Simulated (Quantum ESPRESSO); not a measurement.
# Planted mistakes on one cell of GaGeHfO5F

The results below are calculated, not measured. They come from pw.x of Quantum ESPRESSO 7.5, a plane-wave density functional program, with PseudoDojo standard norm-conserving files (v0.5 for PBE, v0.4.1 for LDA and PBEsol). The cells are made up: elements, strain and atom displacements were drawn at random, and nothing was relaxed. There is no spin polarisation, spin-orbit coupling or dispersion term.

The hafnium file is less sure than the others, with forces about 3 percent (worst 6) and pressure in oxides about 1.5 GPa (worst 2.7) from a second method in checks, which no rerun with the same files tests.

The cell has 10 sites of a corundum lattice. Sites 1 to 4 hold Ga Ge Hf empty; sites 5 to 10 hold O O O F O O. Cell vectors in Å: (2.507, 1.447, 4.501); (-2.507, 1.447, 4.501); (0.000, -2.894, 4.501). Settings: PBE, cutoff 1143 eV, 5 x 5 x 5 k mesh shifted by half a step, Fermi-Dirac smearing of 0.025 eV.

The intended run has a self-consistency threshold of 1e-07 eV, a smearing term of 0.000 eV, a pressure of 9.68 GPa and 13 iterations. Each further run changes one thing: all lengths scaled by 0.9819; atoms of sites 2 and 3 exchanged; cutoff 780 eV; files of PBEsol; k mesh 1 x 1 x 1; one electron removed; smearing 0.43 eV; threshold 0.7 eV. A coarse mesh keeps the shift, and a charged cell sits in a uniform background.

```
run  change of free energy (eV)  smearing term -TS (eV)  change of P (GPa)  largest change of a force component (eV/Å)  iterations
  A                      -0.888                   0.000              -1.91                                       0.528          13
  B                      16.405                   0.000              -6.97                                       0.203          13
  C                       0.263                   0.000               3.42                                       4.848          13
  D                      -0.061                  -0.296               0.86                                       0.166          13
  E                       3.506                   0.000             -48.92                                       0.080          13
  F                      -8.574                  -0.025             -24.21                                       1.017          18
  G                       0.531                   0.000              13.76                                       0.623          13
  H                       0.094                   0.000               3.57                                       0.545           4
```

A rerun of the intended cell at 1437 eV and k mesh 7 x 7 x 7 moved values by no more than 0.003 eV in the cell's energy, 0.04 GPa in stress and 0.002 eV/Å in force.

Question: which change belongs to which run?

## Worked reading

Run H has the fewest iterations, as a run stopped early does. Run D has the largest smearing term, as wide smearing gives. Run E has a higher energy and the largest fall in pressure, as too small a basis gives. Run G changes the volume by a factor of 0.9467; minus its pressure change over the logarithm of that factor, 251 GPa, is a rough bulk modulus with clamped atoms. Energies from files of another functional, or of a charged cell, have another zero and say nothing on stability; the pressure of a charged cell rests on the program's zero of potential too.

## Key

| run | change |
| --- | --- |
| A | k mesh 1 x 1 x 1 |
| B | files of PBEsol |
| C | atoms of sites 2 and 3 exchanged |
| D | smearing 0.43 eV |
| E | cutoff 780 eV |
| F | one electron removed |
| G | all lengths scaled by 0.9819 |
| H | threshold 0.7 eV |